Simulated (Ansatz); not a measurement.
Ti3AlC2 (space group P6_3/mmc)

```cif
data_C4Al2Ti6
_chemical_formula_sum 'Ti6 Al2 C4'
_space_group_name_H-M_alt 'P63/mmc'
_space_group_IT_number 194
_space_group_name_Hall '-P 6c 2c'
_cell_length_a 3.05074
_cell_length_b 3.05074
_cell_length_c 18.50010
_cell_angle_alpha 90.000
_cell_angle_beta 90.000
_cell_angle_gamma 120.000
loop_
_atom_site_label
_atom_site_type_symbol
_atom_site_symmetry_multiplicity
_atom_site_Wyckoff_symbol
_atom_site_fract_x
_atom_site_fract_y
_atom_site_fract_z
_atom_site_occupancy
Ti1 Ti 4 f 0.66667 0.33333 0.12687 1
Ti2 Ti 2 a 0.00000 0.00000 0.00000 1
Al1 Al 2 b 0.00000 0.00000 0.25000 1
C1 C 4 f 0.33333 0.66667 0.06918 1
```

The volume is varied about the relaxed value V₀ at fixed cell shape. The atoms relax within the cell's symmetry.

Method: PBEsol (plane waves to 420 eV, PAW, scalar-relativistic; Ansatz, a first-principles code). k mesh 14×14×2 (Γ-centred), Fermi-Dirac smearing 0.05 eV. E stands for the smeared free energy. Stress and pressure are positive under compression. Ti3AlC2 is run without spin polarisation. Ti3AlC2 was relaxed with its symmetry unable to fall. ΔE is measured from the relaxed starting cell.

Task: Estimate the ΔE (meV/atom) and P (GPa) for V/V₀ = 0.900, 0.925, 0.950, 0.975, 1.050, 1.100.

Result: 
```json
[
 {"V/V₀": "0.900", "ΔE (meV/atom)": "78", "P (GPa)": "22.1"},
 {"V/V₀": "0.925", "ΔE (meV/atom)": "42", "P (GPa)": "15.5"},
 {"V/V₀": "0.950", "ΔE (meV/atom)": "18", "P (GPa)": "9.6"},
 {"V/V₀": "0.975", "ΔE (meV/atom)": "4", "P (GPa)": "4.5"},
 {"V/V₀": "1.050", "ΔE (meV/atom)": "15", "P (GPa)": "-7.4"},
 {"V/V₀": "1.100", "ΔE (meV/atom)": "55", "P (GPa)": "-13.0"}
]
```

(Under strain, the slope of the energy per volume gives the stress and its curvature an elastic modulus.)
